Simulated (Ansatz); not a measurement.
Lattice vibrations of BaCa at Γ

All numbers below come from DFT PBEsol, scalar-relativistic, plane waves, PAW in Ansatz. Cutoff 420 eV, 10×10×10 k-points (Γ-centred), Fermi-Dirac smearing of 0.15 eV. No spin polarisation. Phonons by linear response, acoustic sum rule imposed.

The cell, relaxed at this level:
```
CELL_PARAMETERS angstrom
4.63203 0.00000 0.00000
0.00000 4.63203 0.00000
0.00000 0.00000 4.63203
ATOMIC_POSITIONS crystal
Ba 0.50000 0.50000 0.50000
Ca 0.00000 0.00000 0.00000
```

The cell was built by swapping an element in a database structure (itself possibly hypothetical) and relaxing; it need not be the stable form of this composition. In a metal, frequencies and elastic constants depend on the k mesh and the smearing, soft modes and shear constants most.

Question: Is this structure stable against zone-centre distortions?

Answer: Yes, at Γ: no optical mode is imaginary. Strains and other wave vectors aren't tested by this run.

Question: List the optical modes at Γ (i marks imaginary ones).

Answer:
```json
{"frequency (THz)": "3.79", "degeneracy": "3"}
```